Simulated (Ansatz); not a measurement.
Here is the system:

GeS:
```
GeS
1.0
    4.61635     0.00000     0.00000
   -2.30817     3.99787     0.00000
    0.00000     0.00000     5.57966
Ge S
2 2
Cartesian
  2.30817   1.33262   0.18788
  0.00000   2.66525   2.97771
  2.30817   1.33262   3.30052
  0.00000   2.66525   0.51069
```

This is the PBE-relaxed structure.

**Question.** All from plane-wave PAW PBE (Ansatz code), unless another level is named. Predict the electron effective mass.

**Answer.** 1.2, 1.2, 4.9 mₑ (principal values).

**Question.** And the formation energy from the elements (no fitted shifts)?

**Answer.** -0.12 eV/atom.

**Question.** Predict the smallest direct gap on the standard path.

**Answer.** 1.47 eV.

Space group P6_3mc (wurtzite). A made-up cell: these elements were put on the sites of a structure type; neither database checked (COD, Materials Project) lists it. COD files the formula under space group No. 62, so this cell is another polymorph or a model. Its standing as an ambient phase is unchecked. Symmetry was held in the PBE relaxation; whether a distortion lowers the energy is not shown. The references are the lowest solids computed at this level, not always the standard phases. Scalar-relativistic: spin–orbit coupling is off unless named, which matters more the heavier the elements.

Potentials: the later of the program's two PAW sets.
